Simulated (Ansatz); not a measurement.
Structures of NaGa$_{2}$: which is lowest?

Plane-wave DFT in Ansatz with scalar-relativistic PAW potentials, cutoff 420 eV, Γ-centred meshes chosen by cell and gap, Gaussian smearing with energies taken to zero width. Every cell was relaxed (cell and atoms) in a run of its own, within the symmetry of its start. Functional: PBE.

Relaxed structures (starts from databases or built by putting these elements on another compound's sites):
A. I4_1/amd, 6 atoms in the computed cell, a = 4.366 Å, c = 15.018 Å; sites (symmetry × multiplicity) Na -4m2 × 4, Ga 2mm. × 8; start: built
B. P6/mmm, 3 atoms in the computed cell, a = 4.504 Å, c = 3.657 Å; sites (symmetry × multiplicity) Na 6/mmm × 1, Ga -6m2 × 2; start: built

Task: Rank them by energy. Could pressure change the order?

Result:
```csv
structure,group,E − E(lowest) (meV/atom),V (Å³/atom),gap on mesh (eV)
B,P6/mmm,0.0,21.42,0.00
A,I4_1/amd,37,23.85,0.00
```

B is lowest, 37 meV/atom under A. The lowest is also the densest of these, so pressure wouldn't bring one of the others in at first order. Other structures may lie lower than all of these, and vibrations aren't counted.